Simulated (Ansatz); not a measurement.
A geometry of ZrO$_{2}$ away from equilibrium: the start of the relaxation of a generated trial cell of ZrO2 in the 2H-MoS2 structure type. Computed with r2SCAN (plane waves to 500 eV, PAW, scalar-relativistic; Ansatz, a first-principles code). Γ-centred k-mesh 10×10×3 on the run's cell (coarser than for final values), Fermi–Dirac smearing 0.05 eV.

```xyz
6
Lattice="2.6664 0.0000 0.0000 -1.3332 2.3092 0.0000 0.0000 0.0000 10.3713" Properties=species:S:1:pos:R:3 pbc="T T T"
Zr     0.0000     1.5395     2.5928
Zr     1.3332     0.7697     7.7785
O      0.0000     1.5395     6.5080
O      1.3332     0.7697     1.3223
O      1.3332     0.7697     3.8633
O      0.0000     1.5395     9.0490
```

Predict the force on each atom, in eV/Å.


| atom | Fx | Fy | Fz |
|---|---|---|---|
| Zr1 | 0.00 | 0.00 | 0.00 |
| Zr2 | 0.00 | 0.00 | 0.00 |
| O3 | 0.00 | 0.00 | -0.62 |
| O4 | 0.00 | 0.00 | -0.62 |
| O5 | 0.00 | 0.00 | 0.62 |
| O6 | 0.00 | 0.00 | 0.62 |

What is the pressure?

+80.7 GPa, compression positive.

No spin polarisation in the result. No dispersion correction is included, so spacings between layers, chains or molecules are soft and tend to come out too large.

The run could not lose the symmetry of its start: the end is stationary, and may be a saddle point rather than a minimum.

The end of the path is a generated cell of ZrO2: the first start was made by placing the elements on the sites of a structure type, and the end was not matched to a known phase here, so it may be hypothetical. Known forms of ZrO2 include space group No. 14, 137, 225.
